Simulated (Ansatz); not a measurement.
NaCl (rock salt) is sheared across one {100} plane: the third cell vector gains the shift, so faults repeat every 8.5 Å. The cut lies between planes 2.85 Å apart; the cell height is held.

```
NaCl
1.0
    4.02735     0.00000     0.00000
    0.00000     4.02735     0.00000
    2.01367     2.01367     8.54329
Cl Na
3 3
Direct
  0.00000   0.00000   0.83333
  0.33333   0.33333   0.16667
  0.66667   0.66667   0.50000
  0.50000   0.50000   0.83333
  0.83333   0.83333   0.16667
  0.16667   0.16667   0.50000
```

In-plane vectors a = (4.027, 0.000) Å, b = (0.000, 4.027) Å, area 16.22 Å². The shift is s times the vector a + b (length 5.696 Å), so s = 1 restores the start. Atoms relax along the normal only. γ = [E(shift) − E(0)] / area.

Calculation: PBE (plane waves to 420 eV, PAW, scalar-relativistic; Ansatz, a program for electronic structure). k mesh 7×7×7 (Γ-centred), Fermi-Dirac smearing 0.05 eV. Energies are extrapolated to zero smearing. Stress and pressure are positive under compression. Faults lie only 8.5 Å apart, and holding the cell height raises γ above its relaxed value. NaCl was relaxed with its symmetry unable to fall. γ is measured from zero shift.

Problem. Estimate the γ (mJ/m²) and σ normal to the fault (GPa) for s = 0.167, 0.333, 0.417, 0.833, 0.917.

Solution. 
```json
[
 {"s": "0.167", "γ (mJ/m²)": "188", "σ normal to the fault (GPa)": "0.8"},
 {"s": "0.333", "γ (mJ/m²)": "557", "σ normal to the fault (GPa)": "4.7"},
 {"s": "0.417", "γ (mJ/m²)": "674", "σ normal to the fault (GPa)": "6.2"},
 {"s": "0.833", "γ (mJ/m²)": "188", "σ normal to the fault (GPa)": "0.8"},
 {"s": "0.917", "γ (mJ/m²)": "47", "σ normal to the fault (GPa)": "0.1"}
]
```

(The slope of γ gives the shear force per area between the displaced halves; near zero shift its curvature is an elastic stiffness.)
